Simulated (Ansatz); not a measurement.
Theory: Ansatz 0.2.0, DFT PBE, scalar-relativistic, plane waves, PAW. Settings: cutoff 420 eV, Γ-centred meshes spaced at most about 0.3 Å⁻¹, and about 0.25 Å⁻¹ or finer for metals (2π included), Gaussian smearing. No spin polarisation in the final relaxations.

Temperature and zero-point effects are left out.

Two relaxed structures of Ta2SiOF2:

1.

```xyz
6
Lattice="2.9663 0.0000 0.0000 -1.4831 2.5688 0.0000 0.0000 0.0000 13.1866" Properties=species:S:1:pos:R:3 pbc="T T T"
Ta    0.0000    0.0000    0.1218
Ta    0.0000    1.7126   10.9031
Si    0.0000    0.0000    5.9278
O     1.4831    0.8563    1.2423
F     0.0000    0.0000    9.4418
F     0.0000    1.7126    4.5385
```

2.

```xyz
6
Lattice="4.0470 0.0000 0.0000 0.0000 4.0470 0.0000 0.0000 0.0000 6.0897" Properties=species:S:1:pos:R:3 pbc="T T T"
Ta    2.0235    0.0000    0.0793
Ta    0.0000    2.0235    0.0793
Si    0.0000    0.0000    1.6360
O     2.0235    2.0235    5.3927
F     0.0000    0.0000    3.2909
F     2.0235    2.0235    1.6926
```

Problem. Which would you expect to be lower, and how large is the difference?

Solution. Cell 1 is lower, by 157 meV/atom. Cell 1 has space group P3m1 (No. 156), 16.7 Å³/atom and no gap on its mesh; cell 2 has space group P4mm (No. 99), 16.6 Å³/atom and no gap. Counting F or O atoms around Si and Ta (for each partner element, those within 1.25 times its shortest distance or 1.15 times the sum of covalent radii, where it is the nearest in units of that sum or under 1.3; a plus sign parts groups by distance over the sum of covalent radii; the shortest distance is added where it exceeds 1.18 times the sum of covalent radii), cell 1 has Ta 3, Si 3 from 2.2 Å and cell 2 has Ta 2+2, Si 1. In cell 1, Ta on its first site is surrounded by 3 O at 2.05 Å and 9 Ta at 2.95–2.97 Å; Si is surrounded by 3 F at 2.21 Å; O has 3 Ta at 2.05 Å; F on its first site has 3 Ta at 2.25 Å; 2 more sites not described. In cell 2, Ta has 2 O at 2.17 Å, 2 Si at 2.55 Å, 2 F at 2.59 Å and 4 Ta at 2.86 Å; Si has 1 F at 1.65 Å, 4 Ta at 2.55 Å and 4 F at 2.86 Å; O is surrounded by 4 Ta at 2.17 Å and 1 F at 2.39 Å; F on its first site is surrounded by 1 Si at 1.65 Å; 1 more site not described. Both come from invented guesses.

No dispersion correction is applied, so the spacing and binding between layers, chains or molecules are poorly described (P3m1, P4mm), and this can change margins and order among such cells. Spin–orbit coupling, which can matter for Ta, is left out. Cells relaxed within their symmetry can be saddle points.
